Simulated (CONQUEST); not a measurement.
Input and output of a self-consistent single point for a model cell of TaAs (P2_13, 8 atoms in the cell; prototype structure) (CONQUEST).

All values come from this method and carry its errors: PBE, numerical atomic orbitals double-zeta with polarisation (the shipped basis), PseudoDojo norm-conserving potentials made for PBE (CONQUEST 1.3).

```
CELL_PARAMETERS angstrom
      5.01488     0.00000     0.00000
      0.00000     5.01488     0.00000
      0.00000     0.00000     5.01488
ATOMIC_POSITIONS crystal
  Ta 0.13652 0.13652 0.13652
  Ta 0.63652 0.36348 0.86348
  Ta 0.86348 0.63652 0.36348
  Ta 0.36348 0.86348 0.63652
  As 0.84240 0.84240 0.84240
  As 0.34240 0.65760 0.15760
  As 0.15760 0.34240 0.65760
  As 0.65760 0.15760 0.34240
```

Reference input (self-consistent single point, DFT, PBE, numerical atomic orbitals double-zeta with polarisation (the shipped basis), PseudoDojo norm-conserving potentials made for PBE): basis = DZP; Diag.MPMeshX, Y, Z = 2 2 2; potentials = PseudoDojo norm-conserving PBE; Grid.GridCutoff = 140 Ha; DM.SolutionMethod = diagon; Diag.SmearingType = 1; Diag.kT = 0.003675 Ha; Diag.GammaCentred = true; Diag.MPOrder = 1; minE.SCTolerance = 1.0e-06; SC.MaxIters = 100; SC.LinearMixingFactor = 0.3. This run's input differs from it in these lines:

```diff
@@ -16,3 +16,3 @@
 
-Grid.GridCutoff                140
+Grid.GridCutoff                84
 DM.SolutionMethod              diagon
```

Output, abridged:

```
    new_SC_potl: Starting.  Tolerance:  0.10000E-05

    PulayMixSC: Starting Pulay mixing, A_up =  0.300 A_dn =  0.300
    PulayMixSC: Spin non-polarised calculation.
    PulayMixSC: with Kerker preconditioning, q0 =  0.300
          Harris-Foulkes Energy            :    -18630.699079167661694 eV
          GroundState Energy (kT --> 0)    :    -18630.703692385446629 eV
          Free Energy (E-TS)               :    -18630.705998994337278 eV
          DFT Total Energy                 :    -18629.955856079744990 eV
          Total number of electrons        :       111.999999999999446
   [... lines left out ...]
          Total number of electrons        :       112.000032641529145
    PulayMixSC: Pulay iteration     8 residual:              0.18618E-05
          Harris-Foulkes Energy            :    -18630.167056982143549 eV
          GroundState Energy (kT --> 0)    :    -18630.170887298045272 eV
          Free Energy (E-TS)               :    -18630.172802455999772 eV
          DFT Total Energy                 :    -18630.167056897738803 eV
          Total number of electrons        :       112.000031206611069
    PulayMixSC: Pulay iteration     9 residual:              0.40608E-06
    PulayMixSC: Reached SCF tolerance of  0.40608E-06 after      9 iterations
      | Number of electrons      =       112.000031
      |* band energy as 2Tr[K.H] =     -3652.171588135913680 eV
      |  screened ion-ion energy =    -13710.623010945635542 eV
      |  Ha correction           =        68.209709289807094 eV
      |  XC correction           =     -1335.582246203383875 eV
      | GS Energy with kT -> 0   =    -18630.170887298045272 eV
      | Free Energy as E-TS      =    -18630.172802455999772 eV
      |* Harris-Foulkes energy   =    -18630.167056982143549 eV
      |* DFT total energy        =    -18630.167056897738803 eV
      |  estimated accuracy      =        -0.000000084405139 eV

    force: Forces on atoms (eV/A )
    force:  Atom   X              Y              Z
   [... lines left out ...]
    force: Maximum force :        0.24509232(eV/A ) on atom         6 in z direction
   [... lines left out ...]
    force: Force Residual:        0.35042149 eV/A
    force: Total stress:        -17.52102179     0.00000000     0.00000000 GPa
                            -0.00000000   -17.52102179     0.00000000
                             0.00000000     0.00000000   -17.52102179
    force: Average pressure:     17.52102179 GPa

    force: Finished force
    get_E_and_F: Change in energy during last step of electronic optimisation:  0.46851E-06
```

The run converged in 9 iterations. CONQUEST prints the stress tensor with tension positive. Against the reference run the free energy drops by 3.5 meV/atom, the pressure goes from 17.11 to 17.52 GPa and the largest force goes from 0.642 to 0.425 eV/Å.

The cell was set up from a structure prototype or typed lattice constants and was not relaxed beforehand at this level. The program uses no crystal symmetry, so grid and mesh can part values that symmetry would make equal. The atom-centred basis is finite, which shifts total energies, pressures and forces against plane waves. This run is one point of a test of settings, so its values need not be converged; read them against the reference run alone. No clean gap shows at this smearing width and mesh (spacing up to 0.63 Å⁻¹); the mesh is coarse for partly filled bands, so the values carry mesh errors.

Cost on one core: about 100 core-seconds (a rough figure).
